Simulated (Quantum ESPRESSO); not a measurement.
# Kohn-Sham bands of SrNiF$_{6}$ (R-3m)

```
CELL_PARAMETERS angstrom
      3.55213     2.05082     2.20367
     -3.55213     2.05082     2.20367
      0.00000    -4.10165     2.20367
ATOMIC_POSITIONS crystal
  Sr 0.50000 0.50000 0.50000
  Ni 0.00000 0.00000 0.00000
  F  0.72210 0.72210 0.06795
  F  0.27790 0.27790 0.93205
  F  0.06795 0.72210 0.72210
  F  0.93205 0.27790 0.27790
  F  0.72210 0.06795 0.72210
  F  0.27790 0.93205 0.27790
```

Materials Project entry mp-555718; symmetrised, unrelaxed at this level. COD (Crystallography Open Database) has an entry of this formula and space group (matched by these alone). Level: PBEsol, no spin polarisation, no spin-orbit coupling; pw.x of Quantum ESPRESSO at 79 Ry with PseudoDojo potentials, 4×4×4 k-points, Wannier90. Density: 8×8×8 mesh, cold smearing 0.01 Ry.

### Question
List the Kohn-Sham levels between −8 and 3.7 eV relative to the valence-band maximum at the high-symmetry points, as a band run of pw.x on that density gives them (levels within 2 meV counted together).

### Answer
```
point  k (reciprocal lattice)                                                                                                                                                    levels (eV)
-----  ----------------------  -------------------------------------------------------------------------------------------------------------------------------------------------------------
Γ           0.000 0.000 0.000                 -5.70, -5.47 (×2), -4.28, -4.27 (×2), -3.43, -3.19 (×2), -2.30, -2.13 (×2), -1.52 (×2), -1.44, -1.07 (×2), -0.47 (×2), -0.46, -0.41, 1.21 (×2)
L           0.500 0.000 0.000  -5.37, -4.99, -4.78, -4.38, -4.17, -4.09, -4.05, -3.82, -3.50, -2.45, -2.44, -2.15, -1.62, -1.53, -1.34, -1.24, -1.05, -1.00, -0.42, -0.38, -0.15, 1.47, 1.72
T          0.500 -0.500 0.500                 -5.43 (×2), -5.23, -4.30, -4.28, -3.76 (×2), -3.32 (×2), -2.38 (×2), -1.82, -1.73 (×2), -1.33, -1.15 (×2), -0.79, -0.51, -0.15 (×2), 1.24 (×2)
P_0        0.359 -0.641 0.359                 -5.22 (×2), -4.88, -4.76, -3.98 (×2), -3.93, -3.51 (×2), -2.33 (×2), -1.97, -1.76 (×2), -1.54, -1.17 (×2), -0.71, -0.58, -0.21 (×2), 1.54 (×2)
P_2         0.359 0.359 0.359                 -5.22 (×2), -4.88, -4.76, -3.98 (×2), -3.93, -3.51 (×2), -2.33 (×2), -1.97, -1.76 (×2), -1.54, -1.17 (×2), -0.71, -0.58, -0.21 (×2), 1.54 (×2)
F          0.500 -0.500 0.000   -5.56, -4.97, -4.95, -4.48, -4.20, -4.04, -3.96, -3.71, -3.32, -2.44, -1.97, -1.83, -1.72, -1.51, -1.40, -1.35, -1.09, -1.07, -0.71, -0.50, 0.00, 1.27, 1.74
```
